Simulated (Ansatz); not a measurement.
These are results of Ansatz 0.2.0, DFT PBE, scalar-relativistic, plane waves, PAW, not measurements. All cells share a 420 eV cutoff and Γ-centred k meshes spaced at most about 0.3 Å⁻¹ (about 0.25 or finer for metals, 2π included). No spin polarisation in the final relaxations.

Temperature and zero-point effects are left out.

Two forms of GeAs5 were relaxed alike.

A. Space group P6/mmm (No. 191), hexagonal, a = 9.117 Å, c = 2.542 Å. Ge is surrounded by 2 Ge at 2.54 Å; around As on a site of symmetry mmm lie 4 As at 2.54–2.63 Å; As on a site of symmetry -6m2 has 5 As at 2.54–2.63 Å.

B. Space group P-62m (No. 189), hexagonal, a = 5.198 Å, c = 5.216 Å. Ge has 12 As at 3.00 Å; As on a site of symmetry m2m has 2 As at 2.56 Å, 2 Ge at 3.00 Å and 8 As at 3.21–3.25 Å; As on a site of symmetry -6 is surrounded by 3 Ge at 3.00 Å, 3 As at 3.00 Å and 6 As at 3.21 Å.

Question: Which would you expect to be lower, and how large is the difference?

Answer: B is lower, by 151 meV/atom. A has space group P6/mmm (No. 191), 30.5 Å³/atom and no gap on its mesh; B has Ge and As ordered on hcp sites, space group P-62m (No. 189), 20.3 Å³/atom and no gap. Counting As atoms around Ge (those within 1.25 times the shortest such distance or 1.15 times the sum of covalent radii, 1.27 where that leaves under three; a plus sign parts nearer from farther groups; the shortest distance is added where it exceeds 1.18 times the sum of covalent radii), A has Ge 6+18 from 4.6 Å and B has Ge 12 from 3.0 Å. A holds Ge–Ge chains (shortest 2.54 Å) and As–As bonds in all directions (shortest 2.54 Å); B holds As–As units of three or more atoms (shortest 2.56 Å). The denser one is the lower, and pressure would at first widen the difference. Even the lower one lies +0.42 eV/atom against the reference forms of the elements (uncorrected), so neither is stable at this level. Both come from invented guesses. A third cell relaxed alike, in P6/mmm, lies 19 meV/atom below the lower of the two.

In P6/mmm, P-62m an odd number of electrons in the primitive cell allows no gap without spin; a larger cell or a magnetic state could open one. A magnetic state wasn't ruled out in cells without spin, among them P6/mmm, P-62m. Cells relaxed within their symmetry can be saddle points.
